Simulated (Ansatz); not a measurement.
Zn₂SeS in space group R3m (No. 160; Zn on 3a, Zn on 3a, Se on 3a, S on 3a), plane-wave PAW LDA (Ansatz code). The conduction-band minimum lies at Γ, with 1 equivalent valley. Second derivatives d²E/dk² of the lowest band at one valley (eV·Å²), along Cartesian directions:

```csv
direction,d²E/dk²
[100],59.19
[010],59.19
[001],57.45
[110],59.19
[101],58.35
[011],58.33
```

### Question
Find the principal effective masses, the density-of-states mass and the conductivity mass.

### Answer
Off-diagonal terms follow from H_xy = H[110] − (H_xx + H_yy)/2, and m*/mₑ = 7.620 eV·Å² over each eigenvalue: 0.13, 0.13, 0.13. One valley's DOS mass (m₁m₂m₃)^(1/3) = 0.13, conductivity mass 3/(Σ 1/mᵢ) = 0.13 mₑ.

### Question
What effective density of states Nc follows at 300 K for parabolic valleys?

### Answer
Nc = 2.509e19 × 1 × (0.13)^(3/2) ≈ 1.2e18 cm⁻³.

### Question
With the computed static dielectric constant 9.52 (mean of the diagonal), estimate a hydrogenic donor's binding energy and radius.

### Answer
E = 13.606 eV × 0.13/9.52² ≈ 20 meV; a = 0.529 Å × ε/m* ≈ 39 Å. Semilocal masses tend to be too small where the gap is.

The first step of the workflow began from a Materials Project structure, measured or hypothetical; the Crystallography Open Database copy checked does not list it. Whether it is the stable phase at ambient conditions was not checked. Symmetry was held in the LDA relaxation; of distortions, only those at the zone centre were tested. Scalar-relativistic: spin–orbit coupling is off unless named, which matters more the heavier the elements.

Potentials: the later of the program's two PAW sets.
